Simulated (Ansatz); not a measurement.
Frames from the relaxation of a relaxed CdAu cell shaken by Gaussian noise of σ = 0.08 Å a coordinate, as extended XYZ (Å, eV, eV/Å, GPa with compression positive). Level of theory: PBEsol (plane waves to 420 eV, PAW, scalar-relativistic; Ansatz, a program for electronic structure). Γ-centred k-mesh 4×4×12 on the run's cell (coarser than for final values), Fermi–Dirac smearing 0.05 eV.

```xyz
8
Lattice="8.7649 0.0000 0.0000 0.0000 8.7649 0.0000 0.0000 0.0000 2.7658" Properties=species:S:1:pos:R:3:forces:R:3 pbc="T T T" step=1 free_energy=-84763.639 pressure=0.4 accepted=T
Au     7.8307     1.0441     1.4245   -0.5367    0.4960    0.0073
Au     3.3519     3.3454     0.1257    0.2342    0.4852    0.0351
Au     5.3024     5.4450    -0.0048    0.4856    0.2317   -0.0128
Au     0.9155     7.7632     1.3484    1.1617    0.0873   -0.0250
Cd     7.1838     7.1283     1.3244   -1.3888   -0.7721   -0.0074
Cd     2.6997     6.1015    -0.0546   -0.4388    0.1885   -0.0245
Cd     6.0473     2.8106     0.0569    0.5338   -0.5144   -0.0112
Cd     1.7129     1.6969     1.5177   -0.0509   -0.2023    0.0385
8
Lattice="8.7494 -0.0043 0.0745 -0.0043 8.6797 0.0204 0.0235 0.0064 2.7781" Properties=species:S:1:pos:R:3:forces:R:3 pbc="T T T" step=3 free_energy=-84763.921 pressure=0.0 accepted=T
Au     7.7814     1.0325     1.4844    0.2159   -0.2469   -0.0420
Au     3.4041     3.4067     0.3427    0.0156    0.0495    0.1084
Au     5.3358     5.3668     0.0128   -0.1826   -0.2077    0.0006
Au     0.9758     7.7384     1.2408   -0.1053    0.1611   -0.0938
Cd     7.0268     6.9949     1.3638    0.2047    0.2237    0.0129
Cd     2.6378     6.0641    -0.1754    0.0524   -0.1107   -0.1033
Cd     6.1109     2.6800     0.1062   -0.1924    0.1563   -0.0220
Cd     1.7411     1.7042     1.7680   -0.0087   -0.0255    0.1392
8
Lattice="8.7376 -0.0116 0.1360 -0.0116 8.6594 0.0382 0.0429 0.0120 2.7808" Properties=species:S:1:pos:R:3:forces:R:3 pbc="T T T" step=4 free_energy=-84764.040 pressure=-0.4 accepted=T
Au     7.8063     1.0154     1.4983    0.0750    0.0633   -0.0604
Au     3.3907     3.4094     0.5294   -0.0055    0.1235    0.1589
Au     5.3135     5.3363     0.0725   -0.0541   -0.0068    0.0409
Au     0.9951     7.7549     1.1358    0.0649    0.1074   -0.1241
Cd     7.0296     6.9978     1.4154    0.0440    0.0110    0.0123
Cd     2.6114     6.0217    -0.2931    0.0499   -0.1442   -0.1458
Cd     6.0733     2.6527     0.1265   -0.0612    0.0027   -0.0508
Cd     1.7572     1.6998     1.9817   -0.1133   -0.1572    0.1690
```

The path has 22 moves and ends in P4/mbm (No. 127), 0.15 eV/atom below its start. Free energies are of the whole cell and compare only within this code, potentials and settings.  No spin polarisation in the result.

The end of the path is a generated cell of CdAu: the first start was made by placing the elements on the sites of a structure type, and the end was not matched to a known phase here, so it may be hypothetical.
